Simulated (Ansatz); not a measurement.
Input file for Ansatz (a quantum-chemistry and plane-wave program):

Ansatz 0.2 input:
```yaml
crystal:
  lattice:
    - [3.1368645784, 0.0, 0.0]
    - [-1.5684322892, 2.7166044131, 0.0]
    - [0.0, 0.0, 14.3407721795]
  atoms:
    - { symbol: Ta, position: [0.6666666667, 0.3333333333, 0.583218681] }
    - { symbol: Ta, position: [0.3333333333, 0.6666666667, 0.416781319] }
    - { symbol: Ta, position: [0.3333333333, 0.6666666667, 0.083218681] }
    - { symbol: Ta, position: [0.6666666667, 0.3333333333, 0.916781319] }
    - { symbol: In, position: [0.6666666667, 0.3333333333, 0.25] }
    - { symbol: In, position: [0.3333333333, 0.6666666667, 0.75] }
    - { symbol: C, position: [0.0, 0.0, 0.5] }
    - { symbol: C, position: [0.0, 0.0, 0.0] }
kpoints:
  mp_grid: { grid: [31, 31, 6] }
hamiltonian:
  xc: pbesol
  pseudopotentials: { kind: paw }
scf:
  occupations: { method: fermi_dirac, width: 0.1 }
elastic: { mode: relaxed_ion, stencil: two_point, amplitude: 0.005, f_tol: 0.0005 }
```

Output (shortened):

```
Pseudopotential: Ta, paw, valence charge 13
Pseudopotential: In, paw, valence charge 13
Pseudopotential: C, paw, valence charge 4
Functional definition: PBEsol
Crystal: 8 atoms, lattice volume = 122.207 Å³
Basis set: ecut = 420 eV, 2363 PW (Γ), exchange–correlation on 48×48×200 points (8 copies of the dense FFT grid, shifted against one another)
Bands: 52, of which v1, the nominal top of the filled ones, is band 43 counted from 1 (42 counted from 0)
Symmetry: 24 space group operations
Space group: P63/mmc (ITA 194), of the structure as read, at distance tolerance 5.0e-5 Å
k-points: 384 of 5766
SCF 1 converged in 11 iterations: F = -50773.943619 eV  dr2 = 1.01e-14
relax step   1: F+E_penalty+E_count = -50773.94361918 eV  Δ(F+E_penalty+E_count) = +0.000e0 eV  max|allowed force component| = 3.104e-2 eV/Å  Δτ_max = 0.0000 Å  (11 SCF iters, accepted)
Crystal: 8 atoms, lattice volume = 122.207 Å³
SCF 2 converged in 11 iterations: F = -50773.943645 eV  dr2 = 4.01e-14
relax step   2: F+E_penalty+E_count = -50773.94364455 eV  Δ(F+E_penalty+E_count) = -2.537e-5 eV  max|allowed force component| = 2.505e-2 eV/Å  Δτ_max = 0.0021 Å  (11 SCF iters, accepted)
Crystal: 8 atoms, lattice volume = 122.207 Å³
SCF 3 converged in 9 iterations: F = -50773.943692 eV  dr2 = 1.82e-14
relax step   3: F+E_penalty+E_count = -50773.94369234 eV  Δ(F+E_penalty+E_count) = -4.779e-5 eV  max|allowed force component| = 3.183e-5 eV/Å  Δτ_max = 0.0010 Å  (9 SCF iters, accepted)
Crystal: 8 atoms, lattice volume = 122.207 Å³
SCF 4 converged in 7 iterations: F = -50773.943692 eV  dr2 = 8.43e-14
Crystal: 8 atoms, lattice volume = 121.596 Å³
Symmetry: 8 space group operations
k-points: 1024 of 5766
SCF 5 converged in 11 iterations: F = -50773.940145 eV  dr2 = 6.66e-14
relax step   1: F+E_penalty+E_count = -50773.94014451 eV  Δ(F+E_penalty+E_count) = +0.000e0 eV  max|allowed force component| = 6.390e-2 eV/Å  Δτ_max = 0.0000 Å  (11 SCF iters, accepted)
Crystal: 8 atoms, lattice volume = 121.596 Å³
SCF 6 converged in 10 iterations: F = -50773.940513 eV  dr2 = 9.11e-15
relax step   2: F+E_penalty+E_count = -50773.94051269 eV  Δ(F+E_penalty+E_count) = -3.682e-4 eV  max|allowed force component| = 1.021e-2 eV/Å  Δτ_max = 0.0062 Å  (10 SCF iters, accepted)
Crystal: 8 atoms, lattice volume = 121.596 Å³
SCF 7 converged in 8 iterations: F = -50773.940530 eV  dr2 = 1.39e-14
relax step   3: F+E_penalty+E_count = -50773.94052951 eV  Δ(F+E_penalty+E_count) = -1.682e-5 eV  max|allowed force component| = 5.281e-3 eV/Å  Δτ_max = 0.0015 Å  (8 SCF iters, accepted)
Crystal: 8 atoms, lattice volume = 121.596 Å³
SCF 8 converged in 8 iterations: F = -50773.940534 eV  dr2 = 2.10e-14
relax step   4: F+E_penalty+E_count = -50773.94053390 eV  Δ(F+E_penalty+E_count) = -4.396e-6 eV  max|allowed force component| = 1.129e-3 eV/Å  Δτ_max = 0.0006 Å  (8 SCF iters, accepted)
Crystal: 8 atoms, lattice volume = 121.596 Å³
SCF 9 converged in 7 iterations: F = -50773.940535 eV  dr2 = 6.36e-14
relax step   5: F+E_penalty+E_count = -50773.94053461 eV  Δ(F+E_penalty+E_count) = -7.030e-7 eV  max|allowed force component| = 8.278e-5 eV/Å  Δτ_max = 0.0004 Å  (7 SCF iters, accepted)
Crystal: 8 atoms, lattice volume = 121.596 Å³
SCF 10 converged in 6 iterations: F = -50773.940535 eV  dr2 = 8.60e-14
Crystal: 8 atoms, lattice volume = 122.818 Å³
Basis set: ecut = 420 eV, 2379 PW (Γ), exchange–correlation on 48×48×200 points (8 copies of the dense FFT grid, shifted against one another)
SCF 11 converged in 11 iterations: F = -50773.940195 eV  dr2 = 6.65e-14
relax step   1: F+E_penalty+E_count = -50773.94019476 eV  Δ(F+E_penalty+E_count) = +0.000e0 eV  max|allowed force component| = 6.236e-2 eV/Å  Δτ_max = 0.0000 Å  (11 SCF iters, accepted)
Crystal: 8 atoms, lattice volume = 122.818 Å³
SCF 12 converged in 10 iterations: F = -50773.940571 eV  dr2 = 4.82e-15
relax step   2: F+E_penalty+E_count = -50773.94057066 eV  Δ(F+E_penalty+E_count) = -3.759e-4 eV  max|allowed force component| = 1.637e-3 eV/Å  Δτ_max = 0.0046 Å  (10 SCF iters, accepted)
Crystal: 8 atoms, lattice volume = 122.818 Å³
SCF 13 converged in 7 iterations: F = -50773.940571 eV  dr2 = 8.19e-14
relax step   3: F+E_penalty+E_count = -50773.94057088 eV  Δ(F+E_penalty+E_count) = -2.208e-7 eV  max|allowed force component| = 4.974e-6 eV/Å  Δτ_max = 0.0001 Å  (7 SCF iters, accepted)
Crystal: 8 atoms, lattice volume = 122.818 Å³
SCF 14 converged in 6 iterations: F = -50773.940571 eV  dr2 = 9.79e-14
Crystal: 8 atoms, lattice volume = 121.596 Å³
SCF 15 converged in 11 iterations: F = -50773.940062 eV  dr2 = 1.87e-14
relax step   1: F+E_penalty+E_count = -50773.94006242 eV  Δ(F+E_penalty+E_count) = +0.000e0 eV  max|allowed force component| = 6.353e-2 eV/Å  Δτ_max = 0.0000 Å  (11 SCF iters, accepted)
Crystal: 8 atoms, lattice volume = 121.596 Å³
SCF 16 converged in 10 iterations: F = -50773.940362 eV  dr2 = 2.68e-15
relax step   2: F+E_penalty+E_count = -50773.94036173 eV  Δ(F+E_penalty+E_count) = -2.993e-4 eV  max|allowed force component| = 1.601e-3 eV/Å  Δτ_max = 0.0024 Å  (10 SCF iters, accepted)
Crystal: 8 atoms, lattice volume = 121.596 Å³
SCF 17 converged in 7 iterations: F = -50773.940362 eV  dr2 = 5.92e-14
relax step   3: F+E_penalty+E_count = -50773.94036192 eV  Δ(F+E_penalty+E_count) = -1.910e-7 eV  max|allowed force component| = 3.964e-6 eV/Å  Δτ_max = 0.0001 Å  (7 SCF iters, accepted)
Crystal: 8 atoms, lattice volume = 121.596 Å³
SCF 18 converged in 7 iterations: F = -50773.940362 eV  dr2 = 6.16e-14
Crystal: 8 atoms, lattice volume = 122.818 Å³
Basis set: ecut = 420 eV, 2377 PW (Γ), exchange–correlation on 48×48×200 points (8 copies of the dense FFT grid, shifted against one another)
SCF 19 converged in 11 iterations: F = -50773.940796 eV  dr2 = 2.16e-14
relax step   1: F+E_penalty+E_count = -50773.94079598 eV  Δ(F+E_penalty+E_count) = +0.000e0 eV  max|allowed force component| = 6.262e-2 eV/Å  Δτ_max = 0.0000 Å  (11 SCF iters, accepted)
Crystal: 8 atoms, lattice volume = 122.818 Å³
SCF 20 converged in 10 iterations: F = -50773.941101 eV  dr2 = 2.54e-15
relax step   2: F+E_penalty+E_count = -50773.94110107 eV  Δ(F+E_penalty+E_count) = -3.051e-4 eV  max|allowed force component| = 2.773e-3 eV/Å  Δτ_max = 0.0023 Å  (10 SCF iters, accepted)
Crystal: 8 atoms, lattice volume = 122.818 Å³
SCF 21 converged in 8 iterations: F = -50773.941102 eV  dr2 = 7.83e-15
relax step   3: F+E_penalty+E_count = -50773.94110167 eV  Δ(F+E_penalty+E_count) = -5.973e-7 eV  max|allowed force component| = 7.174e-6 eV/Å  Δτ_max = 0.0001 Å  (8 SCF iters, accepted)
Crystal: 8 atoms, lattice volume = 122.818 Å³
SCF 22 converged in 8 iterations: F = -50773.941102 eV  dr2 = 4.36e-14
Crystal: 8 atoms, lattice volume = 122.206 Å³
Basis set: ecut = 420 eV, 2369 PW (Γ), exchange–correlation on 48×48×200 points (8 copies of the dense FFT grid, shifted against one another)
Symmetry: 4 space group operations
k-points: 1504 of 5766
SCF 23 converged in 10 iterations: F = -50773.942199 eV  dr2 = 8.55e-14
relax step   1: F+E_penalty+E_count = -50773.94219919 eV  Δ(F+E_penalty+E_count) = +0.000e0 eV  max|allowed force component| = 4.514e-2 eV/Å  Δτ_max = 0.0000 Å  (10 SCF iters, accepted)
Crystal: 8 atoms, lattice volume = 122.206 Å³
SCF 24 converged in 8 iterations: F = -50773.942436 eV  dr2 = 5.63e-14
relax step   2: F+E_penalty+E_count = -50773.94243615 eV  Δ(F+E_penalty+E_count) = -2.370e-4 eV  max|allowed force component| = 2.470e-2 eV/Å  Δτ_max = 0.0017 Å  (8 SCF iters, accepted)
Crystal: 8 atoms, lattice volume = 122.206 Å³
SCF 25 converged in 9 iterations: F = -50773.942536 eV  dr2 = 1.29e-14
relax step   3: F+E_penalty+E_count = -50773.94253618 eV  Δ(F+E_penalty+E_count) = -1.000e-4 eV  max|allowed force component| = 1.699e-4 eV/Å  Δτ_max = 0.0021 Å  (9 SCF iters, accepted)
Crystal: 8 atoms, lattice volume = 122.206 Å³
SCF 26 converged in 8 iterations: F = -50773.942536 eV  dr2 = 1.89e-14
Crystal: 8 atoms, lattice volume = 122.206 Å³
SCF 27 converged in 10 iterations: F = -50773.942199 eV  dr2 = 9.20e-14
relax step   1: F+E_penalty+E_count = -50773.94219919 eV  Δ(F+E_penalty+E_count) = +0.000e0 eV  max|allowed force component| = 4.514e-2 eV/Å  Δτ_max = 0.0000 Å  (10 SCF iters, accepted)
Crystal: 8 atoms, lattice volume = 122.206 Å³
SCF 28 converged in 9 iterations: F = -50773.942536 eV  dr2 = 3.02e-14
relax step   2: F+E_penalty+E_count = -50773.94253571 eV  Δ(F+E_penalty+E_count) = -3.365e-4 eV  max|allowed force component| = 2.225e-3 eV/Å  Δτ_max = 0.0038 Å  (9 SCF iters, accepted)
Crystal: 8 atoms, lattice volume = 122.206 Å³
SCF 29 converged in 8 iterations: F = -50773.942536 eV  dr2 = 2.69e-14
relax step   3: F+E_penalty+E_count = -50773.94253618 eV  Δ(F+E_penalty+E_count) = -4.664e-7 eV  max|allowed force component| = 1.620e-4 eV/Å  Δτ_max = 0.0001 Å  (8 SCF iters, accepted)
Crystal: 8 atoms, lattice volume = 122.206 Å³
SCF 30 converged in 7 iterations: F = -50773.942536 eV  dr2 = 8.41e-14
SCF converged after 7 iterations
Stability not checked: this state was not tested for a lower state beside it, because too few of the mixer's solves of this state at the end of the SCF gave a …
Free energy (F): -50773.943692 eV
Harris-Foulkes:  -50773.943692 eV  (|F-HF|=0.00e0)
Internal energy: -50773.838113 eV  (E = F + TS)
E sigma→0 (E₀):  -50773.890903 eV
Entropy (-TS):   -0.105579 eV (-13.197 meV/atom)
Fermi energy:    17.475322 eV
--- Per-component energies (eV) ---
  E_band       = -339.430527
  E_kinetic    = 2139.244862
  E_local      = -4335.188494  (includes V_loc(G=0)·N_el)
  E_nonlocal   = 857.895111
  E_hartree    = 1610.851477
  E_xc         = -1396.972136
  E_vxc        = -1142.446130  (∫ρ·V_xc dr)
  E_paw        = -41448.941884  (= ΣΔE_a)
  E_vpaw       = -1080.639468  (= ΣTr[D̂ρ^β])
  E_aug_tail   = 0.000633  (compensation charges beyond the density's cutoff)
  E_ewald      = -8202.096274
  E_core_change = 1.368592  (= ΣΔE_core)
  E_smearing   = -0.105579  (= −TS)
  E_closure    = 0.000000  (closes the sum)
  Σ components = -50773.943692   (vs F -50773.943692, Δ=0.00e0)
--- Forces (eV/Å), atoms counted from 1 ---
  atom   1  Ta     0.00000000     0.00000000    -0.00003195
  atom   2  Ta     0.00000000     0.00000000     0.00003195
  atom   3  Ta     0.00000000     0.00000000    -0.00003195
  atom   4  Ta     0.00000000     0.00000000     0.00003195
  atom   5  In     0.00000000     0.00000000     0.00000000
  atom   6  In     0.00000000     0.00000000     0.00000000
  atom   7  C      0.00000000     0.00000000     0.00000000
  atom   8  C      0.00000000     0.00000000     0.00000000
  max |Σ_I F_I| component: 5.55e-17 eV/Å
--- Stress (GPa, compression-positive) ---
       -0.005453       0.000000       0.000000
        0.000000      -0.005453       0.000000
        0.000000       0.000000       0.086641
  P = ⅓ Tr σ = 0.0252 GPa (0.252 kbar)
--- Band table (eV; the first three rows and the last of 384) ---
  k-point 0: bands = ["-50.7533", "-50.7533", "-50.7078", "-50.7077", "-17.6987", "-17.6954", "-17.1459", "-17.1421", "-17.0703", "-17.0703", "-17.0703", "-17.0703", "-16.9989", "-16.9989", "-16.9989", "-16.9989", "2.6334", "2.6441", "2.6984", "2.6984", …
  k-point 1: bands = ["-50.7534", "-50.7533", "-50.7078", "-50.7077", "-17.6985", "-17.6956", "-17.1456", "-17.1424", "-17.0703", "-17.0703", "-17.0703", "-17.0703", "-16.9989", "-16.9989", "-16.9989", "-16.9989", "2.6341", "2.6434", "2.6984", "2.6984", …
  k-point 2: bands = ["-50.7533", "-50.7533", "-50.7077", "-50.7077", "-17.6979", "-17.6962", "-17.1449", "-17.1431", "-17.0703", "-17.0703", "-17.0703", "-17.0703", "-16.9989", "-16.9989", "-16.9989", "-16.9989", "2.6361", "2.6415", "2.6985", "2.6985", …
  k-point 383: bands = ["-50.6951", "-50.6951", "-50.6933", "-50.6933", "-17.5561", "-17.5561", "-17.5303", "-17.5303", "-17.5194", "-17.5194", "-17.3244", "-17.3244", "-17.1882", "-17.1882", "-17.1783", "-17.1783", "2.7665", "2.7665", "2.7897", "2.7897", …
--- Elastic constants: 3 strain directions × 2 members + reference (group order 24) ---
  dense FFT box of the reference and of every strained cell: 24×24×100
  strains applied: 11, 33, 23; error gains …
  reference relaxed by the batch: 3 steps …
  largest displacement 1.2e-3 Å; the constants are those of the deck's cell at these positions:
  atoms:
    - { symbol: Ta, position: [0.6666666666666666, 0.33333333333333326, 0.5833009770702012] }
    - { symbol: Ta, position: [0.33333333333333326, 0.6666666666666665, 0.4166990229297986] }
    - { symbol: Ta, position: [0.33333333333333326, 0.6666666666666665, 0.08330097707020136] }
    - { symbol: Ta, position: [0.6666666666666666, 0.33333333333333326, 0.9166990229297988] }
    - { symbol: In, position: [0.6666666666666666, 0.33333333333333326, 0.25] }
    - { symbol: In, position: [0.33333333333333326, 0.6666666666666665, 0.75] }
    - { symbol: C, position: [0.0, 0.0, 0.5] }
    - { symbol: C, position: [0.0, 0.0, 0.0] }
  C = ∂σ_k/∂η_j (tension-positive GPa; Voigt order 11 22 33 23 13 12):
       329.570     97.551    135.036      0.000      0.000      0.000
        97.551    329.570    135.036      0.000      0.000      0.000
       135.122    135.122    311.026      0.000      0.000      0.000
         0.000      0.000      0.000    121.762      0.000      0.000
         0.000      0.000      0.000      0.000    121.762      0.000
         0.000      0.000      0.000      0.000      0.000    116.010
  reference stress σ⁰ (GPa):      0.005      0.005     -0.087      0.000      0.000      0.000
  moduli (Voigt/Reuss/Hill, GPa): K = 189.51/189.35/189.43   G = 112.07/109.97/111.02   E = 278.63   ν = 0.255
  mechanically stable: yes (min eigenvalue of sym C = 116.01 GPa)
  strain η (Voigt 11):  stress-route row diagonal C_11 = 329.57 GPa, energy-path curvature d²(F+E_count+ΔE)/dδ²/Ω₀ = 329.57 GPa
         δ    σ_11 (GPa)             F (eV)   n_scf  n_hpsi   n_pw
    -5.000e-3      -1.6719      -50773.9405346       6  703236   2404   relax 5 steps, max|allowed force component| 8.28e-5 eV/Å
     5.000e-3       1.6238      -50773.9405709       6  709267   2428   relax 3 steps, max|allowed force component| 4.97e-6 eV/Å
  strain η (Voigt 33):  stress-route row diagonal C_33 = 311.03 GPa, energy-path curvature d²(F+E_count+ΔE)/dδ²/Ω₀ = 311.03 GPa
         δ    σ_33 (GPa)             F (eV)   n_scf  n_hpsi   n_pw
    -5.000e-3      -1.6677      -50773.9403619       7  282003   2404   relax 3 steps, max|allowed force component| 3.96e-6 eV/Å
     5.000e-3       1.4426      -50773.9411017       8  313570   2429   relax 3 steps, max|allowed force component| 7.17e-6 eV/Å
  strain η (Voigt 23):  stress-route row diagonal C_44 = 121.76 GPa, energy-path curvature d²(F+E_count+ΔE)/dδ²/Ω₀ = 121.81 GPa
         δ    σ_23 (GPa)             F (eV)   n_scf  n_hpsi   n_pw
    -5.000e-3      -0.6088      -50773.9425362       8  1337846   2415   relax 3 steps, max|allowed force component| 1.70e-4 eV/Å
     5.000e-3       0.6088      -50773.9425362       7  1142235   2415   relax 3 steps, max|allowed force component| 1.62e-4 eV/Å
```

Cost: around 90 core-minutes (rough) on shared cores.

Space group P6_3/mmc. The first step of the workflow began from a Materials Project structure, measured or hypothetical; the Crystallography Open Database copy checked does not list it. Its standing as an ambient phase is unchecked. Symmetry was held in the PBEsol relaxation; its stability against distortions is not shown here. The run is not spin-polarised. As this level gives no gap, shear constants depend on the k-mesh and smearing (Fermi–Dirac, 0.1 eV here). Scalar-relativistic: spin–orbit coupling is off unless named, which matters more the heavier the elements.

Potentials: the later of the program's two PAW sets.

Ansatz is a plane-wave DFT program.
